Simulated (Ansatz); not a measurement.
SrAl₂Ga₂ in space group I4/mmm (No. 139; Sr on 2a, Al on 4d, Ga on 4e), plane-wave PAW PBE (Ansatz code), all energies at zero smearing, with the estimated change up to a 700 eV cutoff added, with one set of potentials and settings (totals compare only within such a set). Cell of 5 atoms (1 Sr, 2 Al, 2 Ga): -12187.114 eV.

| element | reference phase | E (eV/atom) |
|---|---|---|
| Sr | C2/m, 3 atoms in the cell | -3544.2201 |
| Al | Fm-3m, 1 atoms in the cell | -537.5049 |
| Ga | Cmce, 4 atoms in the cell | -3783.0209 |

Formation energy per atom, worked out: (-12187.114 − 1×(-3544.2201) − 2×(-537.5049) − 2×(-3783.0209))/5 = -0.368 eV/atom (-36 kJ per mol of atoms), at 0 K, without zero-point energy or fitted corrections.

The first step of the workflow began from a Materials Project structure, measured or hypothetical; the Crystallography Open Database copy checked does not list it. Whether it is the stable phase at ambient conditions was not checked. The cell was relaxed with PBE under the symmetry of its start; its stability against distortions is not shown here. The references are the lowest solids computed at this level, not always the standard phases.

Potentials: the later of the program's two PAW sets.
